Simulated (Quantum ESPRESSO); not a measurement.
## TaHfWO7F (one run as intended and one with a planted mistake)

Computed values, not a measurement. The program is pw.x of Quantum ESPRESSO 7.5 (plane-wave density functional theory). The cell is made up: 11 atoms on a rutile lattice with one site empty, with randomly drawn elements, strain and displacements, not relaxed. PseudoDojo standard norm-conserving files (v0.5 for PBE, v0.4.1 for LDA and PBEsol) set the functional; there is no spin polarisation, spin-orbit coupling or dispersion term, and the masses in the input are unused placeholders.

The hafnium pseudopotential is less sure than the others, with forces about 3 percent (worst 6) and pressure in oxides about 1.5 GPa (worst 2.7) from a second method in checks, which no rerun with the same files tests.

Intended input:

```
&control calculation='scf', pseudo_dir='./dojo.nc.sr.pbe.v0_5.standard.upf', outdir='./o', disk_io='medium', tprnfor=.true., tstress=.true. /
&system ibrav=0, nat=11, ntyp=5, nbnd=50, ecutwfc=84.00895049, nosym=.true., tot_charge=0,
 occupations='smearing', smearing='fd', degauss=0.0018374661
/
&electrons conv_thr=7.350e-09, electron_maxstep=60, /
ATOMIC_SPECIES
F 1.0 F.upf
Hf 1.0 Hf.upf
O 1.0 O.upf
Ta 1.0 Ta.upf
W 1.0 W.upf
CELL_PARAMETERS angstrom
4.9175 0.0293 -0.0146
0.0293 5.017 -0.0397
-0.0194 -0.0526 6.5072
ATOMIC_POSITIONS angstrom
Ta 0.0199 0.0012 0.0175
Hf 2.3898 2.5269 1.6104
W 2.4344 2.4924 4.8956
O 1.5118 1.6061 -0.0412
F 3.4085 3.4824 -0.0546
O 3.935 1.0028 1.5536
O 0.9691 4.0792 1.6255
O 1.4745 1.5075 3.1917
O 3.4157 3.49 3.2095
O 3.9179 0.915 4.9011
O 0.9735 4.0039 4.7926
K_POINTS automatic
5 4 4 1 1 1
```

The log is shortened where brackets say so; the opening notice, blank lines, dates and the lines on written files are dropped, and the path of the files is cut. It prints rydbergs, bohrs and kilobars, and counts compression as positive stress. Where no state is partly filled, the Fermi energy that it prints is only some level between the filled and the empty states on the mesh, and need not lie in the true gap.

Log of the intended run:

```
     Program PWSCF v.7.5
     Parallel version (MPI & OpenMP), running on       1 processor cores
     Number of MPI processes:                 1
     Threads/MPI process:                     1
     [start-up lines left out]
     bravais-lattice index     =            0
     lattice parameter (alat)  =       9.2929  a.u.
     unit-cell volume          =    1083.2598 (a.u.)^3
     number of atoms/cell      =           11
     number of atomic types    =            5
     number of electrons       =        88.00
     number of Kohn-Sham states=           50
     kinetic-energy cutoff     =      84.0090  Ry
     charge density cutoff     =     336.0358  Ry
     scf convergence threshold =      7.3E-09
     mixing beta               =       0.7000
     number of iterations used =            8  plain     mixing
     Exchange-correlation= PBE
                           (   1   4   3   4   0   0   0)
     [axes and pseudopotential details left out]
   Cartesian axes
     site n.     atom                  positions (alat units)
         1        Ta     tau(   1) = (   0.0040467   0.0002440   0.0035586  )
         2        Hf     tau(   2) = (   0.4859679   0.5138473   0.3274762  )
         3        W      tau(   3) = (   0.4950373   0.5068317   0.9955245  )
         4        O      tau(   4) = (   0.3074258   0.3266018  -0.0083781  )
         5        F      tau(   5) = (   0.6931214   0.7081490  -0.0111030  )
         6        O      tau(   6) = (   0.8001856   0.2039202   0.3159259  )
         7        O      tau(   7) = (   0.1970673   0.8295088   0.3305468  )
         8        O      tau(   8) = (   0.2998408   0.3065514   0.6490349  )
         9        O      tau(   9) = (   0.6945855   0.7096945   0.6526546  )
        10        O      tau(  10) = (   0.7967083   0.1860660   0.9966429  )
        11        O      tau(  11) = (   0.1979621   0.8141965   0.9745793  )
     number of k points=    40  Fermi-Dirac smearing, width (Ry)=  0.0018
                       cart. coord. in units 2pi/alat
        k(    1) = (   0.0995554   0.1226999   0.0957534), wk =   0.0500000
        k(    2) = (   0.1001075   0.1241918   0.2846966), wk =   0.0500000
     [further k points left out]
     Dense  grid:   112681 G-vectors     FFT dimensions: (  60,  60,  72)
     Estimated max dynamical RAM per process >     193.39 MB
     Initial potential from superposition of free atoms
     starting charge      87.9967, renormalised to      88.0000
     Starting wfcs are   62 randomized atomic wfcs
     total cpu time spent up to now is       27.5 secs
     per-process dynamical memory:   117.0 Mb
     Self-consistent Calculation
     iteration #  1     ecut=    84.01 Ry     beta= 0.70
     Davidson diagonalization with overlap
     ethr =  1.00E-02,  avg # of iterations =  2.0
     total cpu time spent up to now is       87.2 secs
     total energy              =    -671.62430683 Ry
     estimated scf accuracy    <       7.10149367 Ry
     iteration #  2     ecut=    84.01 Ry     beta= 0.70
     Davidson diagonalization with overlap
     ethr =  8.07E-03,  avg # of iterations =  6.6
     total cpu time spent up to now is      202.2 secs
     total energy              =    -665.79151355 Ry
     estimated scf accuracy    <      92.11924402 Ry
     [iterations 3 to 19 left out]
     iteration # 20     ecut=    84.01 Ry     beta= 0.70
     Davidson diagonalization with overlap
     ethr =  4.54E-11,  avg # of iterations =  2.0
     total cpu time spent up to now is     1303.7 secs
     total energy              =    -675.90824305 Ry
     estimated scf accuracy    <       0.00000001 Ry
     iteration # 21     ecut=    84.01 Ry     beta= 0.70
     Davidson diagonalization with overlap
     ethr =  1.24E-11,  avg # of iterations =  2.0
     total cpu time spent up to now is     1359.2 secs
     End of self-consistent calculation
     [lines on levels left out]
     the Fermi energy is     6.5316 ev
!    total energy              =    -675.90824305 Ry
     estimated scf accuracy    <          2.2E-09 Ry
     smearing contrib. (-TS)   =      -0.00000000 Ry
     internal energy E=F+TS    =    -675.90824305 Ry
     The total energy is F=E-TS. E is the sum of the following terms:
     one-electron contribution =    -261.50242916 Ry
     hartree contribution      =     165.09312931 Ry
     xc contribution           =    -159.09783512 Ry
     ewald contribution        =    -420.40110807 Ry
     convergence has been achieved in  21 iterations
     Forces acting on atoms (cartesian axes, Ry/au):
     atom    1 type  4   force =     0.03752536    0.10265097    0.09882495
     atom    2 type  2   force =    -0.01787599   -0.03130116    0.23460888
     atom    3 type  5   force =    -0.07348488   -0.06540423   -0.41527634
     atom    4 type  3   force =    -0.01414410   -0.01791023   -0.07268172
     atom    5 type  1   force =     0.03825960    0.03314121   -0.00873649
     atom    6 type  3   force =     0.01918104   -0.01936020   -0.16150877
     atom    7 type  3   force =    -0.01004860    0.00215151   -0.16902191
     atom    8 type  3   force =     0.09783208    0.10498693    0.12017055
     atom    9 type  3   force =    -0.09154566   -0.10266859    0.12160936
     atom   10 type  3   force =    -0.06327791    0.07646826    0.11678750
     atom   11 type  3   force =     0.07757905   -0.08275449    0.13522398
     Total force =     0.668966     Total SCF correction =     0.000131
     Computing stress (Cartesian axis) and pressure
          total   stress  (Ry/bohr**3)                   (kbar)     P=     -244.36
  -0.00125906   0.00066692   0.00009817         -185.21       98.11       14.44
   0.00066692  -0.00146868   0.00015888           98.11     -216.05       23.37
   0.00009817   0.00015888  -0.00225570           14.44       23.37     -331.83
     init_run     :     26.03s CPU     27.27s WALL (       1 calls)
     electrons    :   1290.69s CPU   1331.70s WALL (       1 calls)
     forces       :     10.62s CPU     10.75s WALL (       1 calls)
     stress       :     39.18s CPU     40.77s WALL (       1 calls)
     [timing details left out]
     PWSCF        :  22m46.91s CPU  23m31.30s WALL
     JOB DONE.
```

A second run has one planted mistake: the self-consistency threshold is too loose. The input lines that differ, file-writing options aside:

```
- &electrons conv_thr=7.350e-09, electron_maxstep=60, /
+ &electrons conv_thr=2.205e-02, electron_maxstep=60, /
```

Its log:

```
     Program PWSCF v.7.5
     Parallel version (MPI & OpenMP), running on       4 processor cores
     Number of MPI processes:                 4
     Threads/MPI process:                     1
     [start-up lines left out]
     bravais-lattice index     =            0
     lattice parameter (alat)  =       9.2929  a.u.
     unit-cell volume          =    1083.2598 (a.u.)^3
     number of atoms/cell      =           11
     number of atomic types    =            5
     number of electrons       =        88.00
     number of Kohn-Sham states=           50
     kinetic-energy cutoff     =      84.0090  Ry
     charge density cutoff     =     336.0358  Ry
     scf convergence threshold =      2.2E-02
     mixing beta               =       0.7000
     number of iterations used =            8  plain     mixing
     Exchange-correlation= PBE
                           (   1   4   3   4   0   0   0)
     [axes and pseudopotential details left out]
   Cartesian axes
     site n.     atom                  positions (alat units)
         1        Ta     tau(   1) = (   0.0040467   0.0002440   0.0035586  )
         2        Hf     tau(   2) = (   0.4859679   0.5138473   0.3274762  )
         3        W      tau(   3) = (   0.4950373   0.5068317   0.9955245  )
         4        O      tau(   4) = (   0.3074258   0.3266018  -0.0083781  )
         5        F      tau(   5) = (   0.6931214   0.7081490  -0.0111030  )
         6        O      tau(   6) = (   0.8001856   0.2039202   0.3159259  )
         7        O      tau(   7) = (   0.1970673   0.8295088   0.3305468  )
         8        O      tau(   8) = (   0.2998408   0.3065514   0.6490349  )
         9        O      tau(   9) = (   0.6945855   0.7096945   0.6526546  )
        10        O      tau(  10) = (   0.7967083   0.1860660   0.9966429  )
        11        O      tau(  11) = (   0.1979621   0.8141965   0.9745793  )
     number of k points=    40  Fermi-Dirac smearing, width (Ry)=  0.0018
                       cart. coord. in units 2pi/alat
        k(    1) = (   0.0995554   0.1226999   0.0957534), wk =   0.0500000
        k(    2) = (   0.1001075   0.1241918   0.2846966), wk =   0.0500000
     [further k points left out]
     Dense  grid:   112681 G-vectors     FFT dimensions: (  60,  60,  72)
     Estimated max dynamical RAM per process >     300.85 MB
     Estimated total dynamical RAM >       1.09 GB
     Initial potential from superposition of free atoms
     starting charge      87.9967, renormalised to      88.0000
     Starting wfcs are   62 randomized atomic wfcs
     total cpu time spent up to now is        7.5 secs
     per-process dynamical memory:   225.3 Mb
     Self-consistent Calculation
     iteration #  1     ecut=    84.01 Ry     beta= 0.70
     Davidson diagonalization with overlap
     ethr =  1.00E-02,  avg # of iterations =  2.0
     total cpu time spent up to now is       19.1 secs
     total energy              =    -671.62668870 Ry
     estimated scf accuracy    <       7.09915887 Ry
     iteration #  2     ecut=    84.01 Ry     beta= 0.70
     Davidson diagonalization with overlap
     ethr =  8.07E-03,  avg # of iterations =  6.7
     total cpu time spent up to now is       39.0 secs
     total energy              =    -665.79074029 Ry
     estimated scf accuracy    <      92.11325209 Ry
     [iterations 3 to 7 left out]
     iteration #  8     ecut=    84.01 Ry     beta= 0.70
     Davidson diagonalization with overlap
     ethr =  5.96E-05,  avg # of iterations =  7.4
     total cpu time spent up to now is      124.5 secs
     total energy              =    -675.90575212 Ry
     estimated scf accuracy    <       0.03527044 Ry
     iteration #  9     ecut=    84.01 Ry     beta= 0.70
     Davidson diagonalization with overlap
     ethr =  4.01E-05,  avg # of iterations =  1.6
     total cpu time spent up to now is      135.5 secs
     End of self-consistent calculation
     [lines on levels left out]
     the Fermi energy is     6.5337 ev
!    total energy              =    -675.90356671 Ry
     estimated scf accuracy    <       0.00564326 Ry
     smearing contrib. (-TS)   =      -0.00000000 Ry
     internal energy E=F+TS    =    -675.90356671 Ry
     The total energy is F=E-TS. E is the sum of the following terms:
     one-electron contribution =    -261.67846219 Ry
     hartree contribution      =     165.21735624 Ry
     xc contribution           =    -159.04135269 Ry
     ewald contribution        =    -420.40110807 Ry
     convergence has been achieved in   9 iterations
     Forces acting on atoms (cartesian axes, Ry/au):
     atom    1 type  4   force =     0.03836150    0.10461755    0.10342070
     atom    2 type  2   force =    -0.01697322   -0.02996831    0.23506643
     atom    3 type  5   force =    -0.07009920   -0.06978850   -0.41717593
     atom    4 type  3   force =    -0.01568707   -0.01911227   -0.07584625
     atom    5 type  1   force =     0.03868123    0.03411103   -0.01017937
     atom    6 type  3   force =     0.02065740   -0.02120745   -0.16330061
     atom    7 type  3   force =    -0.01198991    0.00396504   -0.16987254
     atom    8 type  3   force =     0.09598552    0.10394735    0.12117964
     atom    9 type  3   force =    -0.09192890   -0.10209489    0.12382761
     atom   10 type  3   force =    -0.06298669    0.07591980    0.11563515
     atom   11 type  3   force =     0.07597934   -0.08038934    0.13724516
     Total force =     0.672418     Total SCF correction =     0.179384
     SCF correction compared to forces is large: reduce conv_thr to get better values
     Computing stress (Cartesian axis) and pressure
          total   stress  (Ry/bohr**3)                   (kbar)     P=     -248.11
  -0.00127639   0.00060858   0.00011558         -187.76       89.52       17.00
   0.00060858  -0.00147800   0.00015152           89.52     -217.42       22.29
   0.00011558   0.00015152  -0.00230539           17.00       22.29     -339.13
     init_run     :      6.96s CPU      7.20s WALL (       1 calls)
     electrons    :    127.39s CPU    128.05s WALL (       1 calls)
     forces       :      2.38s CPU      2.42s WALL (       1 calls)
     stress       :      8.59s CPU      8.80s WALL (       1 calls)
     [timing details left out]
     PWSCF        :   2m25.65s CPU   2m26.91s WALL
     JOB DONE.
```

```
                                            intended run  run with the mistake
                          free energy (eV)     -9196.200             -9196.137
                    smearing term -TS (eV)        0.0000                0.0000
                            pressure (GPa)        -24.44                -24.81
            largest force component (eV/Å)        10.677                10.726
largest change of a force component (eV/Å)                               0.118
                                iterations            21                     9
```

For scale, a rerun of the intended cell at a cutoff of 1437 eV and k mesh 7 x 6 x 6 moved values by no more than 0.005 eV in energy, 0.03 GPa in stress and 0.003 eV/Å in force.